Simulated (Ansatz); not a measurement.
Ansatz input

```yaml
crystal:
  lattice:
    - [5.052540756, 0.0, 0.0]
    - [0.0, 5.052540756, 0.0]
    - [0.0, 0.0, 5.052540756]
  atoms:
    - { symbol: W, position: [0.0, 1.0, 0.0] }
    - { symbol: W, position: [0.5, 0.5, 0.5] }
    - { symbol: W, position: [1.0, 0.5, 0.25] }
    - { symbol: W, position: [1.0, 0.5, 0.75] }
    - { symbol: W, position: [0.25, 1.0, 0.5] }
    - { symbol: W, position: [0.75, 1.0, 0.5] }
    - { symbol: W, position: [0.5, 0.75, 1.0] }
    - { symbol: W, position: [0.5, 0.25, 1.0] }
hamiltonian:
  xc: r2scan
  pseudopotentials:
    kind: paw
    azcp:
      W: "pseudopotentials/W.paw.azcp"
basis:
  ecutwfc: 500
  fft_grid_basis: typed
kpoints:
  mp_grid: { grid: [7, 7, 7], shift: [0, 0, 0] }
magnetization:
  spin_polarized: false
scf:
  occupations: { method: fermi_dirac, width: 0.1 }
```

and its output:

```
Engine: ansatz 0.2.0, x86_64-unknown-linux-gnu
Pseudopotentials: kind: paw
Pseudopotential: W, paw, valence charge 14, recommended cutoff 500 eV (meta_gga) 
Functional definition: r2SCAN
  parameter k0 = 0.174
  parameter k1 = 0.065
  parameter a1 = 4.9479
  exchange = r2scan_x(k0 = k0, k1 = k1, a1 = a1)
  correlation = r2scan_c
Crystal: 8 atoms, lattice volume = 128.982 Å³
Basis set: ecut = 500 eV, 3239 PW (Γ), exchange–correlation on 160×160×160 points (64 copies of the dense FFT grid, shifted against one another)
Bands: 68, of which v1, the nominal top of the filled ones, is band 56 counted from 1 (55 counted from 0)
Symmetry: 48 space group operations
Space group: Pm-3n (ITA 223), of the structure as read, at distance tolerance 5.1e-5 Å
k-points: 20 of 343
Non-local potential: W, projectors of the file, l = 0: 3, l = 1: 2, l = 2: 2, l = 3: 1
PAW form: soft (Blöchl's): semilocal exchange-correlation on the pseudo side does not see the compensation charge
PAW frozen core: W, regenerated for the run's functional (the file was generated under x = pbe(κ = 0.804, μ = 0.2195149727645171), c = pbe(β = 0.06672455060314922))
PAW one-centre angular grid: W, 590 points (default); XC on 160 Gauss nodes
Initial density: superposition of atomic densities (neutral atoms: chi_scale 0, normalization atom), corrected by the library's trained network
Initial wavefunctions: pseudopotential atomic-orbital guess
Functional: x = r2scan, c = r2scan; τ floored in thin density (d = 2e-4 eV/Å³)
SCF iter   1: F=—  HF=-83177.402886 eV  |F-HF|=—  |Δ(HF+E_count)|=         —  Δρ=7.96e-3  dr2=3.50e-2  dr2_τ=3.92e-1  ethr=1.77e-3  ⟨swp⟩=4.5  Hψ=5058  notcnv=0
SCF iter   2: F=—  HF=-83177.538478 eV  |F-HF|=—  |Δ(HF+E_count)|=   1.36e-1  Δρ=5.23e-3  dr2=1.19e-2  dr2_τ=1.72e-3  ethr=3.13e-5  ⟨swp⟩=3.0  Hψ=2896  notcnv=0
SCF iter   3: F=—  HF=-83177.546167 eV  |F-HF|=—  |Δ(HF+E_count)|=   7.69e-3  Δρ=6.46e-4  dr2=5.59e-4  dr2_τ=3.41e-4  ethr=1.06e-5  ⟨swp⟩=2.0  Hψ=1840  notcnv=0
SCF iter   4: F=—  HF=-83177.546282 eV  |F-HF|=—  |Δ(HF+E_count)|=   1.14e-4  Δρ=2.39e-4  dr2=4.61e-5  dr2_τ=9.74e-6  ethr=4.99e-7  ⟨swp⟩=2.0  Hψ=1847  notcnv=0
SCF iter   5: F=—  HF=-83177.546270 eV  |F-HF|=—  |Δ(HF+E_count)|=   1.15e-5  Δρ=6.75e-5  dr2=4.85e-6  dr2_τ=1.25e-6  ethr=4.12e-8  ⟨swp⟩=2.0  Hψ=1813  notcnv=0
SCF iter   6: F=—  HF=-83177.546272 eV  |F-HF|=—  |Δ(HF+E_count)|=   1.86e-6  Δρ=1.89e-5  dr2=3.17e-7  dr2_τ=2.92e-8  ethr=4.33e-9  ⟨swp⟩=2.2  Hψ=1956  notcnv=0
SCF iter   7: F=-83177.546272 eV  HF=-83177.546272 eV  |F-HF|=3.32e-9  |Δ(HF+E_count)|=   1.33e-7  Δρ=3.70e-6  dr2=1.49e-8  dr2_τ=5.32e-10  ethr=8.93e-11  ⟨swp⟩=3.0  Hψ=2830  notcnv=0
SCF 1 converged in 7 iterations: F = -83177.546272 eV  dr2 = 1.49e-8
SCF converged after 7 iterations
Free energy (F): -83177.546272 eV
Harris-Foulkes:  -83177.546272 eV  (|F-HF|=3.32e-9)
Internal energy: -83177.456323 eV  (E = F + TS)
E sigma→0 (E₀):  -83177.501298 eV
Entropy (-TS):   -0.089949 eV (-11.244 meV/atom)
Fermi energy:    21.778369 eV
--- Per-component energies (eV) ---
  E_band       = -814.791829
  E_kinetic    = 3603.834013
  E_local      = -4950.679170  (includes V_loc(G=0)·N_el)
  E_nonlocal   = 9.383865
  E_hartree    = 1779.567971
  E_xc         = -1991.898990
  E_vxc        = -2078.524063  (∫ρ·V_xc dr)
  E_paw        = -68745.188000  (= ΣΔE_a)
  E_vpaw       = -1065.229805  (= ΣTr[D̂ρ^β])
  E_aug_tail   = -0.000402  (compensation charges beyond the density's cutoff)
  E_vtau       = 107.285672  (kinetic-family band-sum trace: ∫τ·v_τ [+ j·A + Jᵃ·Aᵃ] dr)
  E_ewald      = -12877.772019
  E_core_change = -4.703590  (= ΣΔE_core)
  E_smearing   = -0.089949  (= −TS)
  E_closure    = -0.000000  (closes the sum)
  Σ components = -83177.546272   (vs F -83177.546272, Δ=0.00e0)
```
